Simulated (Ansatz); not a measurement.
YC (rock salt, Fm-3m) under volume change, PBE in the plane-wave PAW code Ansatz, scaled uniformly.

```csv
V (Å³/atom),E − E(relaxed) (meV/atom),P (GPa)
14.956,60.6,14.20
15.449,…,…
15.942,6.0,4.03
16.436,0.0,0.00
16.929,5.5,-3.47
17.422,…,…
17.915,44.7,-9.00
```

**Question.** Some entries are withheld; supply them.

**Answer.** 
- 17.422, E − E(relaxed) (meV/atom): 20.8
- 17.422, P (GPa): -6.45
- 15.449, E − E(relaxed) (meV/atom): 25.5
- 15.449, P (GPa): 8.73

**Question.** What does a third-order Birch–Murnaghan fit give for V₀, B₀ and B′?

**Answer.** V₀ = 16.44 Å³/atom, B₀ = 124 GPa, B′ = 4.0.

The start of the workflow was typed in or built on a structure type; the Crystallography Open Database copy checked does not list it. Its standing as an ambient phase is unchecked. The cell was relaxed with PBE under the symmetry of its start; its stability against distortions is not shown here. No spin polarisation was allowed.

Potentials: the earlier of the program's two PAW sets.
